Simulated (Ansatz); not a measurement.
**ZnSnP$_{2}$: from a starting cell to a relaxed one**

The start is a relaxed ZnSnP2 cell displaced along its unstable phonon at q = (½, ½, 0) of its primitive reciprocal cell (54i cm⁻¹), largest move 0.15 Å. The cell and all atomic positions are relaxed at zero pressure with PBE (plane waves to 420 eV, PAW, scalar-relativistic; Ansatz, a program for electronic structure). The first steps use a coarse 9×9×6 k-mesh.

Initial structure:
```
ZnSnP2
1.0
    9.94548     0.00000     0.00000
    4.97274     3.57263     0.00000
   -0.59035     0.00000     5.68599
P Zn Sn
4 2 2
Direct
  0.98693   0.50000   0.35083
  0.48161   0.50000   0.39906
  0.15483   0.50000   0.14094
  0.65191   0.50000   0.19265
  0.07663   0.99713   0.22119
  0.57376   0.00287   0.22119
  0.94088   0.50000   0.83305
  0.44971   0.50000   0.85230
```

* **Energy released**: 0.02 eV/atom
* **Shortest distances (start → end)**: The closest pairs of elements (up to four, under 3.6 Å), start → end: P–P 2.15 → 2.17 Å; P–Zn 2.46 → 2.43 Å; P–Sn 2.62 → 2.62 Å; Sn–Zn 3.11 → 3.26 Å
* **Optimiser moves**: 15

Final structure:

```cif
data_P8Sn4Zn4
_chemical_formula_sum 'P8 Zn4 Sn4'
_space_group_name_H-M_alt 'Cm'
_space_group_IT_number 8
_space_group_name_Hall 'C -2y'
_cell_length_a 9.85233
_cell_length_b 7.00992
_cell_length_c 5.89698
_cell_angle_alpha 90.000
_cell_angle_beta 104.397
_cell_angle_gamma 90.000
loop_
_atom_site_label
_atom_site_type_symbol
_atom_site_symmetry_multiplicity
_atom_site_Wyckoff_symbol
_atom_site_fract_x
_atom_site_fract_y
_atom_site_fract_z
_atom_site_occupancy
P1 P 2 a 0.00134 0.00000 0.70075 1
P2 P 2 a 0.00436 0.50000 0.56921 1
P3 P 2 a 0.34906 0.50000 0.91022 1
P4 P 2 a 0.33678 0.00000 0.74844 1
Zn1 Zn 4 b 0.17299 0.25648 0.76766 1
Sn1 Sn 2 a 0.10178 0.00000 0.18745 1
Sn2 Sn 2 a 0.04444 0.50000 0.13740 1
```
(The calculation used a cell of 8 atoms; values per cell refer to that cell.)

Final values are on a 8×8×8 k-mesh of the relaxed cell. No spin polarisation in the result.

The run could not lose the symmetry of its start, so the end can be a saddle point.

The relaxed structure here is a generated cell of ZnSnP2: the first start was made by placing the elements on the sites of a structure type, and the end was not matched to a known phase here, so it may be hypothetical.
